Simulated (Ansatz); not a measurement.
# Diamond alloy of Ge and Sn (8 of 64 Ge sites exchanged), 64 atoms

The calculation used DFT, r2SCAN, PAW, plane waves (Ansatz 0.2.0).

The input as it was run:

```yaml
crystal:
  lattice:
    - [11.568655, 0.000000, 0.000000]
    - [0.000000, 11.568655, 0.000000]
    - [0.000000, 0.000000, 11.568655]
  atoms:
    - { symbol: Ge, position: [0.990884, 0.007339, 0.992391] }
    - { symbol: Ge, position: [0.000344, 0.001356, 0.499308] }
    - { symbol: Ge, position: [0.004701, 0.492302, 0.006798] }
    - { symbol: Ge, position: [0.994469, 0.505408, 0.507005] }
    - { symbol: Ge, position: [0.501765, 0.006081, 0.003219] }
    - { symbol: Ge, position: [0.494829, 0.993807, 0.491865] }
    - { symbol: Ge, position: [0.503716, 0.495787, 0.001014] }
    - { symbol: Ge, position: [0.499222, 0.498397, 0.497484] }
    - { symbol: Ge, position: [0.126066, 0.127786, 0.624334] }
    - { symbol: Ge, position: [0.123267, 0.616659, 0.134939] }
    - { symbol: Ge, position: [0.126835, 0.624667, 0.622328] }
    - { symbol: Ge, position: [0.624926, 0.129425, 0.127362] }
    - { symbol: Ge, position: [0.620467, 0.623530, 0.126790] }
    - { symbol: Ge, position: [0.630146, 0.618856, 0.616291] }
    - { symbol: Ge, position: [0.256552, 0.256045, 0.995586] }
    - { symbol: Ge, position: [0.256737, 0.244966, 0.504555] }
    - { symbol: Ge, position: [0.249439, 0.747960, 0.499279] }
    - { symbol: Ge, position: [0.747824, 0.251289, 0.999287] }
    - { symbol: Ge, position: [0.754713, 0.256482, 0.495555] }
    - { symbol: Ge, position: [0.737772, 0.748017, 0.002918] }
    - { symbol: Ge, position: [0.750004, 0.750934, 0.497339] }
    - { symbol: Ge, position: [0.379569, 0.375830, 0.124302] }
    - { symbol: Ge, position: [0.374775, 0.376425, 0.626008] }
    - { symbol: Ge, position: [0.385923, 0.880547, 0.133983] }
    - { symbol: Ge, position: [0.369303, 0.879310, 0.617185] }
    - { symbol: Ge, position: [0.870459, 0.374576, 0.125078] }
    - { symbol: Ge, position: [0.875675, 0.374587, 0.625651] }
    - { symbol: Ge, position: [0.874812, 0.874835, 0.620884] }
    - { symbol: Ge, position: [0.255340, 0.994974, 0.257628] }
    - { symbol: Ge, position: [0.256662, 0.010126, 0.742310] }
    - { symbol: Ge, position: [0.258493, 0.501242, 0.248416] }
    - { symbol: Ge, position: [0.246734, 0.498213, 0.747427] }
    - { symbol: Ge, position: [0.742512, 0.006249, 0.258403] }
    - { symbol: Ge, position: [0.757296, 0.995410, 0.755730] }
    - { symbol: Ge, position: [0.748683, 0.501998, 0.248931] }
    - { symbol: Ge, position: [0.743414, 0.489888, 0.743056] }
    - { symbol: Ge, position: [0.377133, 0.124823, 0.374786] }
    - { symbol: Ge, position: [0.377395, 0.128524, 0.875525] }
    - { symbol: Ge, position: [0.377181, 0.626610, 0.375558] }
    - { symbol: Ge, position: [0.376797, 0.610573, 0.875019] }
    - { symbol: Ge, position: [0.872658, 0.125891, 0.377478] }
    - { symbol: Ge, position: [0.872379, 0.131767, 0.872403] }
    - { symbol: Ge, position: [0.873853, 0.625461, 0.377871] }
    - { symbol: Ge, position: [0.986987, 0.248571, 0.249495] }
    - { symbol: Ge, position: [0.000623, 0.251392, 0.749052] }
    - { symbol: Ge, position: [0.004988, 0.743199, 0.258652] }
    - { symbol: Ge, position: [0.998601, 0.747557, 0.735013] }
    - { symbol: Ge, position: [0.499655, 0.250951, 0.250112] }
    - { symbol: Ge, position: [0.495850, 0.256455, 0.755507] }
    - { symbol: Ge, position: [0.503330, 0.749331, 0.253035] }
    - { symbol: Ge, position: [0.126542, 0.374444, 0.874269] }
    - { symbol: Ge, position: [0.126451, 0.872813, 0.378505] }
    - { symbol: Ge, position: [0.625216, 0.376622, 0.372705] }
    - { symbol: Ge, position: [0.624443, 0.373890, 0.875860] }
    - { symbol: Ge, position: [0.624075, 0.873261, 0.375762] }
    - { symbol: Ge, position: [0.628065, 0.882078, 0.882888] }
    - { symbol: Sn, position: [0.126546, 0.124956, 0.124824] }
    - { symbol: Sn, position: [0.624461, 0.124087, 0.625021] }
    - { symbol: Sn, position: [0.254800, 0.745719, 0.007551] }
    - { symbol: Sn, position: [0.872695, 0.874542, 0.129671] }
    - { symbol: Sn, position: [0.872623, 0.621168, 0.873348] }
    - { symbol: Sn, position: [0.501562, 0.750227, 0.748152] }
    - { symbol: Sn, position: [0.124254, 0.374560, 0.377196] }
    - { symbol: Sn, position: [0.121873, 0.880631, 0.864680] }
  symmetry: { detect: false }
kpoints:
  mp_grid: { grid: [1, 1, 1], shift: [0.25, 0.25, 0.25] }
hamiltonian:
  xc: r2scan
scf:
  occupations: { method: fermi_dirac, width: 0.01 }
output:
  forces: true
  eigenvalues: true
  populations: true
  eigenstates: { kpoints: [[0.25, 0.25, 0.25]], e_range: [-6.0, 6.0], localisation: true }
```

Launch command:

```sh
ansatz run in.yaml --threads 4 --pin off --max-ram 42750MiB --runs-dir r --events-out ev --progress --plain --backend cuda --devices 0, --max-vram 37GiB
```

The program printed, less machine lines and repeats, with […] for rows cut from tables:

```
Pseudopotentials: kind: paw
Functional definition: r2SCAN
  parameter k0 = 0.174
  parameter k1 = 0.065
  parameter a1 = 4.9479
  exchange = r2scan_x(k0 = k0, k1 = k1, a1 = a1)
  correlation = r2scan_c
Crystal: 64 atoms, lattice volume = 1548.277 Å³
Basis set: ecut = 500 eV, 39127 PW (Γ), exchange–correlation on 360×360×360 points (64 copies of the dense FFT grid, shifted against one another)
Bands: 538, of which v1, the nominal top of the filled ones, is band 448 counted from 1 (447 counted from 0)
Symmetry: 1 space group operations
k-points: 1
Non-local potential: Ge, projectors of the file, l = 0: 2, l = 1: 2, l = 2: 3, l = 3: 1
Non-local potential: Sn, projectors of the file, l = 0: 2, l = 1: 2, l = 2: 2, l = 3: 2
PAW form: soft (Blöchl's): semilocal exchange-correlation on the pseudo side does not see the compensation charge
PAW frozen core: Ge, regenerated for the run's functional (the file was generated under x = pbe(κ = 0.804, μ = 0.2195149727645171), c = pbe(β = 0.06672455060314922))
PAW frozen core: Sn, regenerated for the run's functional (the file was generated under x = pbe(κ = 0.804, μ = 0.2195149727645171), c = pbe(β = 0.06672455060314922))
PAW one-centre angular grid: Ge, 590 points (default); XC on 160 Gauss nodes
PAW one-centre angular grid: Sn, 590 points (default); XC on 249 of its mesh's 2787 points in the sphere
Initial density: superposition of atomic densities (neutral atoms: chi_scale 0, normalization atom), corrected by the library's trained network
Initial wavefunctions: pseudopotential atomic-orbital guess
Functional: x = r2scan, c = r2scan; τ floored in thin density (d = 2e-4 eV/Å³)
SCF iter   1: F=—  HF=-289269.605495 eV  |F-HF|=—  |Δ(HF+E_count)|=         —  Δρ=6.71e-3  dr2=3.22e-1  dr2_τ=1.44e-1  ethr=1.77e-3  ⟨swp⟩=6.0  Hψ=1933  notcnv=0  defer=2
preconditioner: auto → Resta (q_TF=auto, 2.491 Å⁻¹)  ε∞=2.5  [insulator: Δε(μ)=0.689 eV  Ē_g=22.881 eV  σ=0.010 eV  W_gap=1.00  n_scr=436 (ndim 8)  ℏωp=28.2 eV  f_vac=0.078  D(μ)=0.00/eV (n_scr^D=0)  ε∞_Penn≈2.5]
SCF iter   2: F=—  HF=-289269.877033 eV  |F-HF|=—  |Δ(HF+E_count)|=   2.72e-1  Δρ=2.31e-3  dr2=5.11e-2  dr2_τ=8.04e-4  ethr=3.60e-5  ⟨swp⟩=3.0  Hψ=1077  notcnv=0  defer=85
SCF iter   3: F=—  HF=-289269.884275 eV  |F-HF|=—  |Δ(HF+E_count)|=   7.24e-3  Δρ=1.41e-3  dr2=1.73e-2  dr2_τ=1.41e-4  ethr=5.70e-6  ⟨swp⟩=2.0  Hψ=637  notcnv=0  defer=85
SCF iter   4: F=—  HF=-289269.890567 eV  |F-HF|=—  |Δ(HF+E_count)|=   6.29e-3  Δρ=1.75e-4  dr2=3.19e-3  dr2_τ=1.13e-5  ethr=1.93e-6  ⟨swp⟩=2.0  Hψ=555  notcnv=0  defer=85
SCF iter   5: F=—  HF=-289269.885689 eV  |F-HF|=—  |Δ(HF+E_count)|=   4.88e-3  Δρ=8.75e-5  dr2=2.02e-4  dr2_τ=1.59e-6  ethr=3.56e-7  ⟨swp⟩=2.0  Hψ=636  notcnv=0  defer=85
SCF iter   6: F=—  HF=-289269.885771 eV  |F-HF|=—  |Δ(HF+E_count)|=   8.29e-5  Δρ=3.49e-5  dr2=2.41e-5  dr2_τ=2.70e-7  ethr=2.26e-8  ⟨swp⟩=2.0  Hψ=621  notcnv=0  defer=85
SCF iter   7: F=—  HF=-289269.888050 eV  |F-HF|=—  |Δ(HF+E_count)|=   2.28e-3  Δρ=9.37e-6  dr2=2.77e-6  dr2_τ=3.00e-8  ethr=2.69e-9  ⟨swp⟩=2.0  Hψ=901  notcnv=0  defer=85
SCF iter   8: F=—  HF=-289269.888051 eV  |F-HF|=—  |Δ(HF+E_count)|=   1.26e-6  Δρ=3.70e-6  dr2=1.10e-6  dr2_τ=4.38e-9  ethr=3.09e-10  ⟨swp⟩=2.0  Hψ=901  notcnv=0  defer=85
SCF iter   9: F=-289269.888051 eV  HF=-289269.888051 eV  |F-HF|=6.46e-9  |Δ(HF+E_count)|=   3.14e-8  Δρ=1.65e-6  dr2=5.66e-8  dr2_τ=7.31e-10  ethr=1.12e-11  ⟨swp⟩=9.0  Hψ=2678  notcnv=0
SCF 1 converged in 9 iterations: F = -289269.888051 eV  dr2 = 5.66e-8
  greatest PAW one-centre occupation: 0.998 electrons in one spin orbital (limit 2), on the Ge atom at site 36 (counted from 0), in its partial waves of l = 2
NSCF: frozen V_eff on 1 k-points
SCF converged after 9 iterations
Free energy (F): -289269.888051 eV
Harris-Foulkes:  -289269.888051 eV  (|F-HF|=6.46e-9)
Internal energy: -289269.888051 eV  (E = F + TS)
E sigma→0 (E₀):  -289269.888051 eV
Fermi energy:    8.264537 eV
--- Per-component energies (eV) ---
  E_band       = -10037.371553
  E_kinetic    = 7708.673352
  E_local      = -149003.752254  (includes V_loc(G=0)·N_el)
  E_nonlocal   = 23252.845103
  E_hartree    = 66766.842044
  E_xc         = -6858.284106
  E_vxc        = -4628.377725  (∫ρ·V_xc dr)
  E_paw        = -147198.632537  (= ΣΔE_a)
  E_vpaw       = -21166.891246  (= ΣTr[D̂ρ^β])
  E_aug_tail   = 0.000892  (compensation charges beyond the density's cutoff)
  E_vtau       = 266.459096  (kinetic-family band-sum trace: ∫τ·v_τ [+ j·A + Jᵃ·Aᵃ] dr)
  E_ewald      = -83882.660221
  E_core_change = -54.920324  (= ΣΔE_core)
  E_smearing   = -0.000000  (= −TS)
  E_closure    = -0.000000  (closes the sum)
  Σ components = -289269.888051   (vs F -289269.888051, Δ=0.00e0)
--- Forces (eV/Å), atoms counted from 1 ---
  atom   1  Ge     0.00803144     0.01918713    -0.00889706
  atom   2  Ge     0.00441591     0.00825722     0.01093503
  atom   3  Ge     0.00554833     0.00382439     0.01583087
  atom   4  Ge     0.00748940    -0.00043803     0.00142834
  atom   5  Ge     0.02537595     0.00476416     0.01433878
  atom   6  Ge     0.00631365     0.00997062     0.01677754
  atom   7  Ge    -0.00836389     0.00290065     0.00355177
  atom   8  Ge     0.02818163     0.01909738     0.00238501
  atom   9  Ge     0.01166252    -0.01132393    -0.00197669
  atom  10  Ge     0.00194067    -0.01142966     0.00538753
  atom  11  Ge    -0.03649036     0.00139223     0.00059240
  atom  12  Ge    -0.01991486    -0.00996395    -0.00525592
  atom  13  Ge     0.00416487     0.00254962    -0.01225888
  atom  14  Ge    -0.00994612    -0.01712856    -0.00767357
  atom  15  Ge     0.01306336     0.00522233     0.00077267
  atom  16  Ge     0.00239739     0.00532965     0.01024477
  atom  17  Ge    -0.00085897     0.02726536     0.00832732
  atom  18  Ge     0.00895012     0.01998918    -0.00072706
  atom  19  Ge     0.01848336    -0.00063556     0.00179886
  atom  20  Ge    -0.00090939     0.01616848     0.01415948
  atom  21  Ge     0.00810938    -0.00215415    -0.00020209
  atom  22  Ge    -0.00613429    -0.00120543    -0.01738319
  atom  23  Ge    -0.00936919    -0.02911348     0.00331766
  atom  24  Ge    -0.01817368    -0.02475235     0.00215008
  atom  25  Ge    -0.00694053     0.00762032    -0.01652635
  atom  26  Ge     0.00350366    -0.01785292    -0.00107799
  atom  27  Ge    -0.01542495    -0.00111734    -0.02328908
  atom  28  Ge     0.00269709    -0.02384278     0.00418240
  atom  29  Ge     0.02510680     0.01099918     0.00120793
  atom  30  Ge    -0.00963630     0.00346072    -0.00683034
  atom  31  Ge    -0.00266904     0.01781989    -0.00146030
  atom  32  Ge     0.02477061     0.00495654     0.02175781
  atom  33  Ge     0.00888938     0.00419926     0.01178970
  atom  34  Ge    -0.00236786     0.01931829     0.00865347
  atom  35  Ge     0.00826329     0.00974611     0.00694653
  atom  36  Ge     0.01651740     0.01021748     0.00404582
  atom  37  Ge    -0.00967632    -0.02800475     0.01238431
  atom  38  Ge    -0.00803928     0.01277326    -0.01755844
  atom  39  Ge    -0.00549535    -0.00984421    -0.02124526
  atom  40  Ge    -0.00898908    -0.00734029     0.00281359
  atom  41  Ge    -0.02043921     0.00886497    -0.01692449
  atom  42  Ge     0.01317392    -0.04319988     0.01154558
  atom  43  Ge    -0.00552367    -0.00208126    -0.00742641
  atom  44  Ge     0.00055600     0.01284276     0.01851212
  atom  45  Ge     0.00141766     0.01142416     0.00531628
  atom  46  Ge     0.00942817    -0.00578333     0.00989881
  atom  47  Ge     0.01788891     0.02709826    -0.00735936
  atom  48  Ge     0.01826235     0.01274761    -0.00138908
  atom  49  Ge     0.00646857     0.00577597     0.01896133
  atom  50  Ge     0.01152169     0.01507277     0.00366200
  atom  51  Ge    -0.00413319    -0.00801872    -0.00176715
  atom  52  Ge     0.00040119    -0.02829449    -0.00425269
  atom  53  Ge    -0.00506575    -0.01141924    -0.00279507
  atom  54  Ge    -0.02798029    -0.01145079    -0.00587049
  atom  55  Ge    -0.01636941    -0.00270053    -0.00391761
  atom  56  Ge    -0.00311184    -0.01916900    -0.00194303
  atom  57  Sn    -0.01975074     0.00373478    -0.01797559
  atom  58  Sn    -0.00921218    -0.00371937    -0.00949833
  atom  59  Sn     0.01224028    -0.00475028     0.00156000
  atom  60  Sn    -0.01502064    -0.00127668    -0.00800099
  atom  61  Sn    -0.00860367    -0.00152369    -0.01181483
  atom  62  Sn    -0.00103641    -0.00209330     0.00397206
  atom  63  Sn    -0.00920976    -0.00586583    -0.00428845
  atom  64  Sn    -0.01039702     0.00293042    -0.01166535
  max |Σ_I F_I| component: 4.33e-5 eV/Å
--- Band table (eV) ---
  k-point 0: bands = ["-17.3364", "-17.3326", "-17.3297", "-17.3277", "-17.3183", "-17.3152", "-17.3123", "-17.3080", "-17.3036", "-17.3021", "-17.2995", "-17.2981", "-17.2974", "-17.2960", "-17.2951", "-17.2933", "-17.2910", "-17.2901", "-17.2882", "-17.2874", "-17.2857", "-17.2836", "-17.2813", "-17.2802", "-17.2781", "-17.2769", "-17.2761", "-17.2739", "-17.2720", "-17.2706", "-17.2682", "-17.2 …
--- Löwdin populations: 64 sites ---
  site symbol       q [e]
     0     Ge     14.2213
     1     Ge     13.9746
     2     Ge     14.0548
     3     Ge     14.0630
     4     Ge     13.9675
     5     Ge     14.0497
     6     Ge     13.9735
     7     Ge     13.9736
     8     Ge     13.9681
     9     Ge     14.0475
    10     Ge     13.9695
    11     Ge     13.9716
    12     Ge     13.9752
    13     Ge     14.0527
    14     Ge     14.0597
    15     Ge     14.0642
    16     Ge     13.9759
    17     Ge     13.9789
    18     Ge     14.0621
    19     Ge     14.1365
    20     Ge     13.9790
    21     Ge     13.9706
    22     Ge     13.9674
    23     Ge     14.0439
    24     Ge     14.0523
    25     Ge     13.9647
    26     Ge     13.9678
    27     Ge     13.9634
    28     Ge     14.0528
    29     Ge     14.0577
    30     Ge     14.0589
    31     Ge     13.9692
    32     Ge     14.0619
    33     Ge     14.0555
    34     Ge     13.9760
    35     Ge     14.0526
    36     Ge     13.9667
    37     Ge     13.9679
    38     Ge     13.9733
    39     Ge     14.1372
    40     Ge     13.9651
    41     Ge     13.9624
    42     Ge     13.9667
    43     Ge     14.1381
    44     Ge     13.9786
    45     Ge     14.0565
    46     Ge     14.1384
    47     Ge     13.9788
    48     Ge     14.0625
    49     Ge     13.9770
    50     Ge     13.9667
    51     Ge     13.9690
    52     Ge     13.9713
    53     Ge     13.9742
    54     Ge     13.9754
    55     Ge     14.0393
    56     Sn     13.6868
    57     Sn     13.6961
    58     Sn     13.7723
    59     Sn     13.6795
    60     Sn     13.6807
    61     Sn     13.6923
    62     Sn     13.6916
    63     Sn     13.7667
  spilling = 0.001602 (of n_electrons = 896.000000)
```

Absolute energies hang on the potentials; compare differences alone.

Time: 12 s of wall time on one NVIDIA H100 with 4 processor threads, on a host shared with other runs; peak host memory 3.8 GiB.
